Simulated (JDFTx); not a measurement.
An input for a modified build of JDFTx (V(100), CANDLE, water, 1 M KCl; bohr, hartree) and the course of its log:

```
lattice \
  5.6359191941 0.0000000000 0.0000000000 \
  0.0000000000 5.6359191941 0.0000000000 \
  0.0000000000 0.0000000000 41.5739747418
coords-type Lattice
ion V 0.0000000000 0.0000000000 -0.1355636360 0
ion V 0.5000000000 0.5000000000 -0.0677818180 0
ion V 0.0000000000 0.0000000000 0.0000000000 0
ion V 0.5000000000 0.5000000000 0.0677818180 0
ion V 0.0000000000 0.0000000000 0.1355636360 0
ion-species pseudo/v_pbe_v1.4.upf
elec-cutoff 20 100
elec-ex-corr gga-PBE
coulomb-interaction Slab 001
coulomb-truncation-embed 0 0 0
kpoint-folding 8 8 1
elec-smearing Fermi 0.01
elec-n-bands 45
target-mu -0.106206
electronic-scf nIterations 100 energyDiffThreshold 1e-07
fluid LinearPCM
pcm-variant CANDLE
fluid-solvent H2O
fluid-cation K+ 1
fluid-anion Cl- 1
fluid-minimize nIterations 400 knormThreshold 1e-11
wavefunction read f0.wfns
elec-initial-eigenvals f0.eigenvals
elec-initial-fillings read f0.fillings
fluid-initial-state f0.fluidState
dump-name f0_u0.$VAR
dump End State Ecomponents EigStats BandEigs Forces ElecDensity IonicPositions Fillings Kpoints Dtot FluidDebug BoundCharge FluidDensity
```

```
[one cycle in 5 is shown, and the last three; fluid-solver lines are left out]
	FillingsUpdate:  mu: -0.106206000  nElectrons: 68.947960
SCF: Cycle:  0   G: -348.259679158643280   dG: +3.396e+00   |Residual|: 3.454e-01   |deigs|: 4.189e-06
	FillingsUpdate:  mu: -0.106206000  nElectrons: 65.564557
SCF: Cycle:  5   G: -351.552891505760044   dG: +1.043e-02   |Residual|: 6.142e-02   |deigs|: 3.349e-03
	FillingsUpdate:  mu: -0.106206000  nElectrons: 68.530060
SCF: Cycle: 10   G: -348.873538708185151   dG: +2.568e+00   |Residual|: 3.048e-01   |deigs|: 1.163e-02
	FillingsUpdate:  mu: -0.106206000  nElectrons: 68.042846
SCF: Cycle: 15   G: -349.666049220234981   dG: +2.278e-01   |Residual|: 2.649e-01   |deigs|: 7.941e-04
	FillingsUpdate:  mu: -0.106206000  nElectrons: 65.365754
SCF: Cycle: 20   G: -351.632180407587612   dG: +1.608e-02   |Residual|: 3.133e-02   |deigs|: 7.787e-04
	FillingsUpdate:  mu: -0.106206000  nElectrons: 70.363577
SCF: Cycle: 25   G: -345.347063649976747   dG: +5.951e+00   |Residual|: 4.852e-01   |deigs|: 1.901e-02
	FillingsUpdate:  mu: -0.106206000  nElectrons: 68.256179
SCF: Cycle: 30   G: -349.284335840811366   dG: -2.189e+00   |Residual|: 2.798e-01   |deigs|: 6.133e-03
	FillingsUpdate:  mu: -0.106206000  nElectrons: 66.018487
SCF: Cycle: 35   G: -351.304220144290923   dG: -2.087e+00   |Residual|: 1.173e-01   |deigs|: 9.814e-03
	FillingsUpdate:  mu: -0.106206000  nElectrons: 67.413427
SCF: Cycle: 40   G: -350.569101178703306   dG: -1.607e+00   |Residual|: 1.678e-01   |deigs|: 5.708e-03
	FillingsUpdate:  mu: -0.106206000  nElectrons: 65.896085
SCF: Cycle: 45   G: -351.541573093053216   dG: -4.128e-01   |Residual|: 6.960e-02   |deigs|: 3.492e-03
	FillingsUpdate:  mu: -0.106206000  nElectrons: 67.757841
SCF: Cycle: 50   G: -350.162522554118311   dG: -5.894e+00   |Residual|: 2.270e-01   |deigs|: 1.576e-02
	FillingsUpdate:  mu: -0.106206000  nElectrons: 69.368710
SCF: Cycle: 55   G: -347.338376339497643   dG: -2.661e-01   |Residual|: 4.121e-01   |deigs|: 6.636e-04
	FillingsUpdate:  mu: -0.106206000  nElectrons: 71.344696
SCF: Cycle: 60   G: -343.299755655010756   dG: -1.152e+00   |Residual|: 5.886e-01   |deigs|: 2.003e-03
	FillingsUpdate:  mu: -0.106206000  nElectrons: 66.707977
SCF: Cycle: 65   G: -351.245483155922045   dG: -7.550e-01   |Residual|: 1.141e-01   |deigs|: 3.994e-03
	FillingsUpdate:  mu: -0.106206000  nElectrons: 65.640003
SCF: Cycle: 70   G: -351.656395504852867   dG: -5.327e-03   |Residual|: 2.171e-02   |deigs|: 2.575e-04
	FillingsUpdate:  mu: -0.106206000  nElectrons: 65.816342
SCF: Cycle: 75   G: -351.632515537634788   dG: +2.640e-02   |Residual|: 2.871e-02   |deigs|: 1.038e-03
	FillingsUpdate:  mu: -0.106206000  nElectrons: 65.771938
SCF: Cycle: 80   G: -351.637745002308293   dG: -2.344e-02   |Residual|: 2.332e-02   |deigs|: 5.830e-04
	FillingsUpdate:  mu: -0.106206000  nElectrons: 65.329115
SCF: Cycle: 85   G: -351.654341075162108   dG: -1.239e-03   |Residual|: 1.373e-02   |deigs|: 8.172e-05
	FillingsUpdate:  mu: -0.106206000  nElectrons: 65.527127
SCF: Cycle: 90   G: -351.661629296356352   dG: -2.296e-04   |Residual|: 2.977e-03   |deigs|: 3.955e-04
	FillingsUpdate:  mu: -0.106206000  nElectrons: 65.489508
SCF: Cycle: 95   G: -351.662080453018632   dG: +5.964e-07   |Residual|: 1.725e-04   |deigs|: 1.494e-05
	FillingsUpdate:  mu: -0.106206000  nElectrons: 65.490764
SCF: Cycle: 97   G: -351.662081108376015   dG: +4.428e-07   |Residual|: 1.048e-04   |deigs|: 6.077e-06
	FillingsUpdate:  mu: -0.106206000  nElectrons: 65.492948
SCF: Cycle: 98   G: -351.662081020994492   dG: +8.738e-08   |Residual|: 1.431e-04   |deigs|: 1.108e-05
	FillingsUpdate:  mu: -0.106206000  nElectrons: 65.489606
SCF: Cycle: 99   G: -351.662080460643267   dG: +5.604e-07   |Residual|: 1.541e-04   |deigs|: 1.498e-05
SCF: None of the convergence criteria satisfied after 100 iterations.
IonicMinimize: Iter:   0  G: -351.662080460643267  |grad|_K:  0.000e+00
IonicMinimize: Converged (|grad|_K<1.000000e-04).
```

This run gave no converged result. The electronic loop ended without meeting its threshold, so the last energy, electron count and forces aren't results.
